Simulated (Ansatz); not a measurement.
Input:

ZrTi:
```cif
data_TiZr
_chemical_formula_sum 'Zr1 Ti1'
_space_group_name_H-M_alt 'P-6m2'
_space_group_IT_number 187
_space_group_name_Hall 'P -6 2'
_cell_length_a 3.02176
_cell_length_b 3.02176
_cell_length_c 4.81200
_cell_angle_alpha 90.000
_cell_angle_beta 90.000
_cell_angle_gamma 120.000
loop_
_atom_site_label
_atom_site_type_symbol
_atom_site_symmetry_multiplicity
_atom_site_Wyckoff_symbol
_atom_site_fract_x
_atom_site_fract_y
_atom_site_fract_z
_atom_site_occupancy
Zr1 Zr 1 a 0.00000 0.00000 0.00000 1
Ti1 Ti 1 d 0.33333 0.66667 0.50000 1
```

This is the LDA-relaxed structure.

**Question.** All from plane-wave PAW LDA (Ansatz code), unless another level is named. Predict the highest zone-centre frequency.

**Answer.** 198 cm⁻¹.

**Question.** What about the bulk modulus (Birch–Murnaghan fit)?

**Answer.** 110 GPa.

The workflow started from a Materials Project entry (that database holds measured and hypothetical structures alike); the Crystallography Open Database copy checked does not list it. With Zr and Ti taken as one species the cell has the higher symmetry P6_3/mmc, so it may be an ordered model of a mixed-site phase. Whether it is the stable phase at ambient conditions was not checked. The cell was relaxed with LDA under the symmetry of its start; whether a distortion lowers the energy is not shown. The run is not spin-polarised. As this level gives no gap, phonon frequencies hold no LO–TO term and depend on the k-mesh and smearing (Fermi–Dirac, 0.1 eV here).

Potentials: the later of the program's two PAW sets.
